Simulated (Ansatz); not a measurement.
Mo₃Os (A15, Cr3Si type)

```
Mo3Os
1.0
    4.91589     0.00000     0.00000
    0.00000     4.91589     0.00000
    0.00000     0.00000     4.91589
Mo Os
6 2
Direct
  0.25000   0.00000   0.50000
  0.75000   0.00000   0.50000
  0.50000   0.75000   0.00000
  0.50000   0.25000   0.00000
  0.00000   0.50000   0.75000
  0.00000   0.50000   0.25000
  0.00000   0.00000   0.00000
  0.50000   0.50000   0.50000
```

The slice is a {110} plane (indices of the conventional cell) through the point (0.250, 0.000, 0.500) (fractional), spanned by u = [100] and v = [011] in vectors of this cell: u (4.92 Å) and v (6.95 Å, at 90° to u). It covers one period; positions are fractions (u, v).

These are LDA (plane waves to 420 eV, PAW, scalar-relativistic; Ansatz, an electronic-structure program) values and carry that method's errors. k mesh 10×10×10. Near the nuclei the fields are pseudised (PAW); where an atom keeps semicore shells as valence, they peak there. Mo3Os is run without spin polarisation. Mo3Os was relaxed with its symmetry unable to fall. Spin-orbit coupling is left out, though Os is heavy.

Question: What is the ELF at the midpoint of the shortest Mo–Mo line in this plane (2.46 Å)?

Answer: 0.3.

Question: What is the valence density on the shortest Mo–Mo line in this plane (2.46 Å), at its midpoint?

Answer: 0.60 e/Å³.

Question: Predict the map of the valence electron density on the slice.

Answer: 
| v \ u | 0.00 | 0.12 | 0.24 | 0.35 | 0.47 | 0.59 | 0.71 | 0.82 | 0.94 |
|---|---|---|---|---|---|---|---|---|---|
| 0.92 | 0.6 | 0.2 | -0.4 | 0.0 | 0.6 | 0.4 | -0.3 | -0.2 | 0.5 |
| 0.83 | -0.5 | -0.5 | -0.6 | -0.5 | -0.5 | -0.5 | -0.6 | -0.6 | -0.5 |
| 0.75 | -0.6 | -0.6 | -0.4 | -0.5 | -0.6 | -0.6 | -0.5 | -0.5 | -0.6 |
| 0.67 | -0.6 | -0.4 | 0.0 | -0.3 | -0.6 | -0.5 | -0.1 | -0.2 | -0.6 |
| 0.58 | -0.6 | -0.4 | 0.0 | -0.2 | -0.6 | -0.5 | 0.0 | -0.1 | -0.5 |
| 0.50 | -0.6 | -0.4 | -0.2 | -0.4 | -0.6 | -0.5 | -0.3 | -0.3 | -0.5 |
| 0.42 | -0.6 | -0.4 | 0.0 | -0.2 | -0.6 | -0.5 | 0.0 | -0.1 | -0.5 |
| 0.33 | -0.6 | -0.4 | 0.0 | -0.3 | -0.6 | -0.5 | -0.1 | -0.2 | -0.6 |
| 0.25 | -0.6 | -0.6 | -0.4 | -0.5 | -0.6 | -0.6 | -0.5 | -0.5 | -0.6 |
| 0.17 | -0.5 | -0.5 | -0.6 | -0.5 | -0.5 | -0.5 | -0.6 | -0.6 | -0.5 |
| 0.08 | 0.6 | 0.2 | -0.4 | 0.0 | 0.6 | 0.4 | -0.3 | -0.2 | 0.5 |
| 0.00 | 0.8 | 0.6 | -0.2 | 0.4 | 0.8 | 0.8 | -0.1 | 0.1 | 0.8 |

Values: log₁₀ of the valence density in e/Å³. The scale is logarithmic, as a density can span decades between atoms and voids.
